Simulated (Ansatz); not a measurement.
## Profile along the N–Y line in YN (rock salt)

YN (rock salt)

```yaml
crystal:
  lattice:
    - [0.00000, 2.44783, 2.44783]
    - [2.44783, 0.00000, 2.44783]
    - [2.44783, 2.44783, 0.00000]
  atoms:
    - { symbol: N, position: [0.00000, 0.00000, 0.00000] }
    - { symbol: Y, position: [0.50000, 0.50000, 0.50000] }
```

Fields along a shortest N–Y line of a {110} plane (2.45 Å), from N to Y, interpolated on the slice's grid (step about 0.2 Å). All values below come from r2SCAN (plane waves to 500 eV, PAW, scalar-relativistic; Ansatz, an electronic-structure program). k mesh 12×12×12. These are valence fields of a PAW run, semicore shells included where kept as valence: close to a nucleus they are smooth pseudo fields. YN is run without spin polarisation. YN was relaxed with its symmetry unable to fall.

```
distance from N (Å)  valence electron density (e/Å³)  electron localisation function  density of the highest valence band (e/Å³)  density of the lowest conduction band (e/Å³)
-------------------  -------------------------------  ------------------------------  ------------------------------------------  --------------------------------------------
0.00                                            3.41                               x                                       0.001                                         0.017
0.25                                            3.46                               x                                       0.286                                         0.095
0.49                                            2.30                               x                                       0.414                                         0.121
0.74                                            1.01                            0.81                                       0.229                                         0.059
0.98                                            0.47                            0.54                                       0.105                                         0.024
1.23                                            0.34                            0.14                                       0.052                                         0.012
1.47                                            0.64                            0.44                                       0.034                                         0.009
1.72                                            1.78                            0.84                                       0.044                                         0.011
1.96                                            3.35                               x                                       0.063                                         0.012
2.21                                            3.56                               x                                       0.035                                         0.007
2.45                                            3.00                               x                                       0.000                                         0.003
```

x: too close to a nucleus for the ELF to mean much. Band densities are of whole bands, smooth part only.

Density on the N–Y line (2.45 Å) at its midpoint: 0.34 e/Å³. ELF at that point: 0.14. Element round which the density of the highest valence band (whole band, smooth part) is largest on this plane: N.
